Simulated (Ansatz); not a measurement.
# HfO2 with Nb replacing Hf: what each run costs

HfO2 with Nb replacing Hf, neutral cell. Cell: 24 atoms, space group P1, a = 7.373 Å, b = 6.698 Å, c = 7.244 Å, α = 63.71°, β = 65.60°, γ = 61.75°.

All runs are DFT with Ansatz 0.2.0 on 4 threads of Intel Xeon Platinum 8259CL CPU @ 2.50GHz (Skylake/Cascade Lake) (x86_64; 40 cores open to the job, memory cap 8.0 GiB, no GPU), a shared host.

Task: Rank the runs by wall time, shortest first.
A. single point at relaxed positions, r2SCAN, collinear spin, 500 eV, 3×3×3 k-points, smearing 0.01 eV
B. relaxation of the ions, PBE, collinear spin, 420 eV, 3×3×3 k-points, smearing 0.01 eV
C. single point, PBE, collinear spin, 420 eV, 3×3×3 k-points, smearing 0.01 eV

Result: C (2.7 min, 1.9 GiB), A (4.4 min, 2.7 GiB), B (6.9 min, 2.3 GiB).
